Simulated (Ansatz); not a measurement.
## Li3Au: do energies and stresses tell the same story?

Computed with DFT PBEsol, scalar-relativistic, plane waves, PAW (Ansatz).

Plane waves to 420 eV, a k mesh through Γ of 12×12×12 on the computed 4-atom cell and Gaussian smearing (0.10 eV); no spin polarisation.

Relaxed cell: Fm-3m, a = 6.218 Å, b = 6.218 Å, c = 6.218 Å, α = 90.00°, β = 90.00°, γ = 90.00°, 4 atoms in the primitive cell. Whether it is the stable form of this composition wasn't checked.

Energies at zero smearing and pressures from the stress tensor, at volumes with shape and atoms relaxed:
```tsv
V (Å³/atom)	E − E(first) (meV/atom)	P (GPa)
14.127	0.00	2.58
14.577	-5.19	1.18
15.028	-6.74	-0.01
15.479	-5.19	-1.03
15.930	-0.97	-1.91
```

Problem. Check P = −dE/dV between neighbouring volumes, and get the bulk modulus from the pressures alone.

Solution. With 1 eV/Å³ = 160.2 GPa:
```
middle V (Å³/atom)  −ΔE/ΔV (GPa) mean P (GPa)
            14.352         1.844         1.879
            14.803         0.552         0.586
            15.254        -0.553        -0.522
            15.705        -1.497        -1.472
```

The two differ by 0.04 GPa at most. The mean of two end pressures misses the average over a step by about ΔV² P″/12, up to 0.02 GPa here; with that taken off 0.02 GPa remains. Around V = 15.028 Å³/atom, the two neighbours give B = −V ΔP/ΔV = 15.028 × 2.22 / 0.902 = 36.9 GPa, against B0 = 36.9 GPa from the Birch–Murnaghan fit of the energies.

Spin–orbit coupling is left out, which can shift energies with elements as heavy as these.